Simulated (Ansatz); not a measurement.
Ansatz input

```yaml
crystal:
  lattice:
    - [0.0, 4.3046939423, 4.3046939423]
    - [4.3046939423, 0.0, 4.3046939423]
    - [4.3046939423, 4.3046939423, 0.0]
  atoms:
    - { symbol: Yb, position: [0.125, 0.125, 0.125] }
    - { symbol: Yb, position: [0.875, 0.875, 0.875] }
hamiltonian:
  xc: r2scan
  pseudopotentials:
    kind: paw
    azcp:
      Yb: "pseudopotentials/Yb.paw.azcp"
basis:
  ecutwfc: 500
  fft_grid_basis: typed
kpoints:
  mp_grid: { grid: [11, 11, 11], shift: [0, 0, 0] }
magnetization:
  spin_polarized: false
scf:
  occupations: { method: fermi_dirac, width: 0.1 }
```

Output

```
band count auto-derived: 30, from the close of a first SCF at 29 (N_el = 48.0; filled up to band 24; 29 by the electrons, moments and atoms)
Engine: ansatz 0.2.0, x86_64-unknown-linux-gnu
Pseudopotentials: kind: paw
Pseudopotential: Yb, paw, valence charge 24, recommended cutoff 500 eV (meta_gga) 
Functional definition: r2SCAN
  parameter k0 = 0.174
  parameter k1 = 0.065
  parameter a1 = 4.9479
  exchange = r2scan_x(k0 = k0, k1 = k1, a1 = a1)
  correlation = r2scan_c
Crystal: 2 atoms, lattice volume = 159.535 Å³
Basis set: ecut = 500 eV, 4015 PW (Γ), exchange–correlation on 180×180×180 points (64 copies of the dense FFT grid, shifted against one another)
Bands: 29, of which v1, the nominal top of the filled ones, is band 24 counted from 1 (23 counted from 0)
Symmetry: 48 space group operations
Space group: Fd-3m (ITA 227), of the structure as read, at distance tolerance 5.4e-5 Å
k-points: 56 of 1331
Non-local potential: Yb, projectors of the file, l = 0: 3, l = 1: 2, l = 2: 2, l = 3: 3
PAW form: soft (Blöchl's): semilocal exchange-correlation on the pseudo side does not see the compensation charge
PAW frozen core: Yb, regenerated for the run's functional (the file was generated under x = pbe(κ = 0.804, μ = 0.2195149727645171), c = pbe(β = 0.06672455060314922))
PAW one-centre angular grid: Yb, 2702 points (default); XC on 160 Gauss nodes
Initial density: superposition of atomic densities (neutral atoms: chi_scale 0, normalization atom), corrected by the library's trained network
Initial wavefunctions: pseudopotential atomic-orbital guess
Functional: x = r2scan, c = r2scan; τ floored in thin density (d = 2e-4 eV/Å³)
SCF iter   1: F=—  HF=-27609.240593 eV  |F-HF|=—  |Δ(HF+E_count)|=         —  Δρ=1.75e-2  dr2=4.25e-1  dr2_τ=1.50e-2  ethr=1.77e-3  ⟨swp⟩=5.1  Hψ=5781  notcnv=0
SCF iter   2: F=—  HF=-27631.171983 eV  |F-HF|=—  |Δ(HF+E_count)|=    2.19e1  Δρ=7.28e-1  dr2=7.35e2  dr2_τ=2.24e-1  ethr=8.85e-4  ⟨swp⟩=6.0  Hψ=5726  notcnv=0  defer=3  recentre
SCF iter   3: F=—  HF=-27609.216693 eV  |F-HF|=—  |Δ(HF+E_count)|=    2.20e1  Δρ=1.62e-2  dr2=3.62e-1  dr2_τ=1.21e-2  ethr=8.85e-4  ⟨swp⟩=4.0  Hψ=5182  notcnv=0
SCF iter   4: F=—  HF=-27609.153956 eV  |F-HF|=—  |Δ(HF+E_count)|=   6.27e-2  Δρ=1.34e-2  dr2=2.56e-1  dr2_τ=6.73e-4  ethr=7.53e-4  ⟨swp⟩=2.0  Hψ=2252  notcnv=0
SCF iter   5: F=—  HF=-27609.098625 eV  |F-HF|=—  |Δ(HF+E_count)|=   5.53e-2  Δρ=4.79e-3  dr2=3.23e-2  dr2_τ=3.41e-4  ethr=5.33e-4  ⟨swp⟩=2.2  Hψ=3167  notcnv=0
SCF iter   6: F=—  HF=-27609.096882 eV  |F-HF|=—  |Δ(HF+E_count)|=   1.74e-3  Δρ=1.09e-3  dr2=2.90e-3  dr2_τ=1.80e-5  ethr=6.72e-5  ⟨swp⟩=2.1  Hψ=2406  notcnv=0
...
  k-point 2: bands = ["-50.2415", "-50.2315", "-22.1313", "-22.1313", "-22.1270", "-22.0367", "-22.0321", "-22.0321", "0.0723", "2.9778", "2.9883", "2.9883", "2.9914", "2.9976", "3.0054", "3.0054", "3.0262", "3.0262", "3.0300", "3.0456", "3.0456", "3.0469", "3.0483", "4.0788", "4.5392", "4.5392", "4.9065", "4.9065", "5.0515"]
  k-point 55: bands = ["-50.2370", "-50.2360", "-22.1465", "-22.1446", "-22.0885", "-22.0761", "-22.0190", "-22.0173", "1.8783", "2.2553", "2.9900", "2.9917", "2.9920", "2.9941", "3.0030", "3.0071", "3.0122", "3.0167", "3.0268", "3.0277", "3.0331", "3.0354", "3.0434", "3.0460", "3.4822", "3.7081", "4.8923", "4.9244", "5.2575"]
Bands: 30, of which v1, the nominal top of the filled ones, is band 24 counted from 1 (23 counted from 0)
Initial density: handed on by an earlier stage of this run
iter 1 solved again at ethr=9.63e-8 eV; its pass at ethr=3.10e-3 eV (dr2=4.62e-5 eV) is discarded
SCF iter   1: F=—  HF=-27609.097091 eV  |F-HF|=—  |Δ(HF+E_count)|=         —  Δρ=1.21e-6  dr2=1.61e-9  dr2_τ=4.67e-11  ethr=9.63e-8  ⟨swp⟩=3.1  Hψ=10544  notcnv=0
eigensolver tolerance schedule: the retry pair's looser diagonalisation over-reported the residual by 28686.76 of it (diagonalisation noise at 8.19 of the residual, at the tolerance the schedule requests for it); recorded, not acted on — ethr = c·dr2/N_el stays at c = 1.0e-1
SCF iter   2: F=—  HF=-27609.097091 eV  |F-HF|=—  |Δ(HF+E_count)|=   2.21e-8  Δρ=1.22e-5  dr2=2.21e-7  dr2_τ=1.18e-10  ethr=3.36e-12  ⟨swp⟩=6.1  Hψ=6761  notcnv=0
SCF iter   3: F=-27609.097091 eV  HF=-27609.097091 eV  |F-HF|=3.65e-9  |Δ(HF+E_count)|=   2.86e-8  Δρ=1.06e-6  dr2=2.65e-9  dr2_τ=1.32e-10  ethr=3.36e-12  ⟨swp⟩=1.0  Hψ=5770  notcnv=0
SCF 2 converged in 3 iterations: F = -27609.097091 eV  dr2 = 2.65e-9
SCF converged after 16 iterations (13 of them on 29 bands)
Free energy (F): -27609.097091 eV
Harris-Foulkes:  -27609.097091 eV  (|F-HF|=3.65e-9)
Internal energy: -27608.948954 eV  (E = F + TS)
E sigma→0 (E₀):  -27609.023022 eV
Entropy (-TS):   -0.148136 eV (-74.068 meV/atom)
Fermi energy:    3.586900 eV
--- Per-component energies (eV) ---
  E_band       = -373.577106
  E_kinetic    = 692.466184
  E_local      = -16375.325904  (includes V_loc(G=0)·N_el)
  E_nonlocal   = 1119.779155
  E_hartree    = 7195.657949
  E_xc         = -310.517380
  E_vxc        = -443.388827  (∫ρ·V_xc dr)
  E_paw        = -14743.121507  (= ΣΔE_a)
  E_vpaw       = 213.497797  (= ΣTr[D̂ρ^β])
  E_aug_tail   = 0.000003  (compensation charges beyond the density's cutoff)
  E_vtau       = 28.070127  (kinetic-family band-sum trace: ∫τ·v_τ [+ j·A + Jᵃ·Aᵃ] dr)
  E_ewald      = -5189.585867
  E_core_change = 1.698413  (= ΣΔE_core)
  E_smearing   = -0.148136  (= −TS)
  E_closure    = -0.000000  (closes the sum)
  Σ components = -27609.097091   (vs F -27609.097091, Δ=0.00e0)
--- Band table (eV; the first three rows and the last of 56) ---
  k-point 0: bands = ["-50.2421", "-50.2308", "-22.1286", "-22.1286", "-22.1286", "-22.0347", "-22.0347", "-22.0347", "-0.1565", "2.9774", "2.9910", "2.9910", "2.9910", "3.0000", "3.0000", "3.0000", "3.0315", "3.0315", "3.0315", "3.0479", "3.0486", "3.0486", "3.0486", "4.5432", "4.5432", "4.5432", "4.8677", "4.8677", "5.4957", "5.4957"]
  k-point 1: bands = ["-50.2420", "-50.2310", "-22.1293", "-22.1293", "-22.1282", "-22.0352", "-22.0340", "-22.0340", "-0.0984", "2.9776", "2.9899", "2.9899", "2.9911", "2.9994", "3.0019", "3.0019", "3.0301", "3.0301", "3.0312", "3.0476", "3.0478", "3.0478", "3.0485", "4.4270", "4.5405", "4.5405", "4.8827", "4.8827", "5.3464", "5.5073"]
  k-point 2: bands = ["-50.2415", "-50.2315", "-22.1312", "-22.1312", "-22.1270", "-22.0367", "-22.0321", "-22.0321", "0.0723", "2.9779", "2.9884", "2.9884", "2.9914", "2.9976", "3.0054", "3.0054", "3.0263", "3.0263", "3.0300", "3.0457", "3.0457", "3.0469", "3.0483", "4.0788", "4.5392", "4.5392", "4.9065", "4.9065", "5.0515", "5.5567"]
  k-point 55: bands = ["-50.2370", "-50.2359", "-22.1464", "-22.1446", "-22.0884", "-22.0761", "-22.0190", "-22.0173", "1.8783", "2.2553", "2.9901", "2.9918", "2.9920", "2.9942", "3.0030", "3.0072", "3.0122", "3.0167", "3.0268", "3.0278", "3.0331", "3.0354", "3.0435", "3.0461", "3.4822", "3.7081", "4.8923", "4.9244", "5.2576", "5.6147"]
```

Command:

```sh
ansatz run input.yaml --threads 1 --pin off --max-ram 3584MiB --backend cpu --events-out ev --progress --plain --runs-dir out
```

On 1 thread of Intel(R) Xeon(R) Platinum 8259CL CPU @ 2.50GHz (Skylake/Cascade Lake) (shared host) this took about 70 s of wall time and 71 s of CPU time.
